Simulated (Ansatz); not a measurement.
Sb$_{2}$Se$_{3}$:
```
Sb2Se3
1.0
   11.66748     0.00000     0.00000
    0.00000     3.98949     0.00000
    0.00000     0.00000    11.35606
Sb Se
8 12
Direct
  0.01968   0.25000   0.32921
  0.98032   0.75000   0.67079
  0.48032   0.75000   0.82921
  0.51968   0.25000   0.17079
  0.15136   0.75000   0.03980
  0.84864   0.25000   0.96020
  0.34864   0.25000   0.53980
  0.65136   0.75000   0.46020
  0.05578   0.25000   0.86737
  0.94422   0.75000   0.13263
  0.44422   0.75000   0.36737
  0.55578   0.25000   0.63263
  0.12874   0.75000   0.44676
  0.87126   0.25000   0.55324
  0.37126   0.25000   0.94676
  0.62874   0.75000   0.05324
  0.21613   0.25000   0.19851
  0.78387   0.75000   0.80149
  0.28387   0.75000   0.69851
  0.71613   0.25000   0.30149
```

Relaxed with PBE+D3(BJ).

Q: Map the valence electron density (e/Å³), cut off at 1 on the plane through (0.020, 0.250, 0.329) spanned by u = [1, 0, 0] and v = [0, 0, 1] in lattice vectors, from PBE+D3(BJ) in the plane-wave PAW code Ansatz.

A: x is the fraction of u, y of v (the angle between them is 90°; rows are the nearest grid lines); atoms in the plane: Sb at (0.00, 0.00), Sb at (0.50, 0.84), Sb at (0.83, 0.63), Sb at (0.33, 0.21), Se at (0.04, 0.54), Se at (0.54, 0.30), Se at (0.85, 0.22), Se at (0.35, 0.62), Se at (0.20, 0.87), Se at (0.70, 0.97).
```
|9997211110000000000000136999995210138999|
|9995335665310000011222248999996210024999|
|8743459999731000123553346999994100012478|
|1112489999962101269999632333321000000111|
|0001259999941001279999621000000000000000|
|0000123443210001136995210000000000000000|
|0000011111100111122332110000001111100000|
|0000000000123566431100000000125999521000|
|2221100001259999962100000001269999983212|
|9998421001269999973100000000259999974469|
|9999831000259999952100000000137999954599|
|9999941000012344321000000000011222122599|
|8998410000000000000000000000000000001258|
|1221000000000000000111100000000000000011|
|0100000000000000001243210000000000000000|
|0000000000000000113799962100000011110000|
|0000000000123433236999994100012467642100|
|0000000001499999645799952100126999996310|
|0000000002699999943466531000137999997310|
|0000000002599999621111110000014999995210|
|1100000000134553210000000000001233332111|
|8642100000000000000000011233211000112478|
|9993100000000000000000012467532100124999|
|9997211110000000000000136999995210138999|
```
Scale: ten equal steps from 0.010 (start of '0') to 1.00 (end of '9'), in the order '0123456789'; x runs from 0.000 to 1.00, y from 0.000 (bottom) to 1.00 (top).

The density is the valence pseudo-density with augmentation charge, so density and ELF within about 1 Å of a nucleus are not all-electron values.

Space group Pnma. Symmetry was held in the PBE+D3(BJ) relaxation. Spin–orbit coupling is left out wherever it is not named.

Potentials: the later of the program's two PAW sets.
